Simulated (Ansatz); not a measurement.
## Structure relaxation, MoS$_{2}$

The start is a relaxed MoS2 cell, doubled along one cell vector, shaken by Gaussian noise of σ = 0.08 Å a coordinate. Cell shape, volume and atoms are optimised at zero target pressure with r2SCAN (plane waves to 500 eV, PAW, scalar-relativistic; Ansatz, a program for electronic structure). First-step values are on the input's coarse k-mesh.

Ansatz input (later rounds restart from its end on a renewed k-mesh):
Ansatz 0.2 input:
```yaml
crystal:
  lattice:
    - [5.253811968, 0, 0]
    - [0, 12.00926702, 0]
    - [0, 0, 3.1742854247]
  atoms:
    - { symbol: Mo, position: [-0.0327631563, 0.0035480202, -0.0090935449] }
    - { symbol: Mo, position: [-0.0176520969, 0.4905487997, 0.0232014098] }
    - { symbol: Mo, position: [0.5108454288, 0.2649967096, 0.509633137] }
    - { symbol: Mo, position: [0.4832487032, 0.7463317487, 0.4820704467] }
    - { symbol: S, position: [0.1811345766, 0.1800882497, 0.0201687443] }
    - { symbol: S, position: [0.1877460182, 0.6828936915, -0.006934857] }
    - { symbol: S, position: [0.6758593598, 0.0693479362, 0.5194372118] }
    - { symbol: S, position: [0.6771285341, 0.5651348243, 0.5249902264] }
    - { symbol: S, position: [0.293703969, 0.4419083258, 0.4773620219] }
    - { symbol: S, position: [0.2902664981, 0.9274924758, 0.5502579569] }
    - { symbol: S, position: [0.8187468569, 0.330206422, 0.0143109698] }
    - { symbol: S, position: [0.8008057863, 0.8160462912, -0.0461750412] }
basis: { ecutwfc: 500, ecutrho_ratio: 4, xc_grid: 4, fft_grid_basis: typed }
kpoints: { mp_grid: { grid: [5, 2, 7] } }
hamiltonian:
  xc: r2scan
  dispersion: none
  pseudopotentials: { azcp: { folder: ./paw }, kind: paw }
scf: { occupations: { method: fermi_dirac, width: 0.05 } }
relax: { f_tol: 0.01, max_steps: 100, cell: { stress_tol: 0.02 } }
output: { forces: true, stress: true }
```

Q: What is the largest force in the starting geometry, and on which atom (counted from 1)?

A: About 4.7 eV/Å, on Mo2 (atoms numbered as listed).

Q: By how much does the energy per atom fall from start to end?

A: 0.12 eV/atom.

Q: Is the parent structure recovered?

A: The parent structure is recovered, Pnnm (No. 58).

Q: Is the relaxed structure metallic? Give its gap.

A: No gap (metallic).

Final structure:

```cif
data_Mo2S4
_chemical_formula_sum 'Mo2 S4'
_space_group_name_H-M_alt 'Pnnm'
_space_group_IT_number 58
_space_group_name_Hall '-P 2 2n'
_cell_length_a 5.25356
_cell_length_b 6.00454
_cell_length_c 3.17430
_cell_angle_alpha 90.000
_cell_angle_beta 90.000
_cell_angle_gamma 90.000
loop_
_atom_site_label
_atom_site_type_symbol
_atom_site_symmetry_multiplicity
_atom_site_Wyckoff_symbol
_atom_site_fract_x
_atom_site_fract_y
_atom_site_fract_z
_atom_site_occupancy
Mo1 Mo 2 d 0.50000 0.00000 0.00000 1
S1 S 4 g 0.19703 0.14119 0.50000 1
```

Final values are on a 9×8×15 k-mesh of the relaxed cell. No spin polarisation in the result.

The relaxed structure here is a generated cell of MoS2: the first start was made by placing the elements on the sites of a structure type, and the end was not matched to a known phase here, so it may be hypothetical. Known forms of MoS2 include space group No. 160, 194.
